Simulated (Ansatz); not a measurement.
**Is this SrVO3 result the lowest state?**

SrVO3 is taken as an unrelaxed test cell, picked because its SCF is hard, 5 atoms in the cell.

All numbers below come from DFT, PBE+U, norm-conserving potentials, plane waves, scalar-relativistic (Ansatz development build ahead of 0.2.0).

```yaml
crystal:
  lattice:
    - [3.85, 0, 0]
    - [0, 3.85, 0]
    - [0, 0, 3.85]
  atoms:
    - { symbol: Sr, position: [0, 0, 0] }
    - { symbol: V, position: [0.5, 0.5, 0.5], spin: 1.0 }
    - { symbol: O, position: [0.5, 0.5, 0] }
    - { symbol: O, position: [0.5, 0, 0.5] }
    - { symbol: O, position: [0, 0.5, 0.5] }
kpoints:
  mp_grid: { grid: [6, 6, 6], shift: [0, 0, 0] }
hamiltonian:
  xc: pbe
  pseudopotentials: { kind: nc }
  hubbard:
    occupation_matrices:
      up:
        matrix:
          - [0.3, 0, 0, 0, 0]
          - [0, 0.2, 0, 0, 0]
          - [0, 0, 0.2, 0, 0]
          - [0, 0, 0, 0.3, 0]
          - [0, 0, 0, 0, 0.9]
      dn:
        matrix:
          - [0.25, 0, 0, 0, 0]
          - [0, 0.1, 0, 0, 0]
          - [0, 0, 0.1, 0, 0]
          - [0, 0, 0, 0.25, 0]
          - [0, 0, 0, 0, 0.1]
    sites:
      - { site: 1, l: d, u_eff: 3.25, starting_ns: [{ spin: up, occupation_matrix: up }, { spin: down, occupation_matrix: dn }] }
magnetization:
  spin_polarized: true
scf:
  occupations: { method: gaussian, width: 0.1 }
```

Settings in force: cutoff 1240 eV, smearing width 0.1 eV; occupation matrices typed (V2 up diagonal 0.3 0.2 0.2 0.3 0.9, V2 down diagonal 0.25 0.1 0.1 0.25 0.1), default search for lower states.

The run converged after 97 iterations in all: spin-polarised, site moments V2 0.93 μB, total 1.00 μB per cell.

The mesh is too coarse to rank close states of a metal with certainty: differences of some tens of meV/atom may change, at times in sign.

A static U favours moments and orbital order; the result depends on U and need not be the measured state. With one magnetic atom in the cell its copies can only be parallel; orders in a larger cell may lie lower.

Site moments are taken inside atomic spheres and don't add up to the total.

Eigenvalues of the Hubbard occupation matrices: V2 up 0.31 0.32 0.48 0.48 0.68, down 0.14 0.15 0.15 0.28 0.29.

Task: Would you trust this as the ground state? If a lower solution is known, describe it.

Result: No, on this mesh. A state 5.6 meV/atom (0.028 eV per cell) lower exists in this cell: spin-polarised, site moments V2 0.86 μB, total 1.00 μB per cell. It was reached from: standard search for lower states [V2 1.00 μB]. Its occupation eigenvalues are V2 up 0.30 0.30 0.34 0.34 0.92, down 0.14 0.17 0.17 0.29 0.29. States within about 5 meV/atom are too close for this mesh, smearing and search to settle their order. “Lowest” means lowest among the runs made in this cell. No run without spin polarisation was made.
